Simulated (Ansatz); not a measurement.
RbZnCl3, cubic perovskite, relaxed with r2SCAN in Ansatz: space group Pm-3m (No. 221), cubic; a = 4.938 Å in the conventional setting, 24.08 Å³ an atom. Around Rb lie 12 Cl at 3.49 Å; around Zn lie 6 Cl at 2.47 Å; around Cl lie 2 Zn at 2.47 Å and 4 Rb at 3.49 Å. The cell was then strained (x, y and z are the cube axes), with the atoms relaxed again; stress is positive in compression. (Calculated; spin-unpolarised; the phase may be known or hypothetical.)

- Uniaxial +2.0 % along x, other directions held: r2SCAN's stress changes by -1.21 GPa along the strain and -0.56 GPa across it.
- Epitaxial strain of -2.0 % in the (001) plane: the free normal strain is +1.95 % and the in-plane stress changes by +1.57 GPa.

Task: Estimate C₁₁, C₁₂ and the bulk modulus from the uniaxial step.

Result: With compression positive, C₁₁ ≈ −Δσ∥/ε = (+1.21)/(+0.0200) = 60 GPa and C₁₂ ≈ (+0.56)/(+0.0200) = 28 GPa; B = (C₁₁ + 2C₁₂)/3 = 39 GPa. A one-sided step carries third-order terms: it reads low by some per cent.

Task: What do the film's normal strain and stress say about the elastic constants?

Result: ε⊥/ε∥ = (+0.0195)/(-0.0200) = -0.97, which linear elasticity sets to −2C₁₂/C₁₁ = -0.93 from the uniaxial step. The biaxial modulus is M = −Δσ/ε∥ = 78 GPa (C₁₁ + C₁₂ − 2C₁₂²/C₁₁ = 63 GPa).

Task: How much elastic energy does the film store, with 24.08 Å³ an atom?

Result: u = M ε∥² = −Δσ ε∥ = -1.57 × (-0.0200) = 0.0314 GPa, and 1 GPa Å³ is 6.2415 meV: 4.72 meV an atom. The total energies of the two runs differ by 4.69 meV an atom.
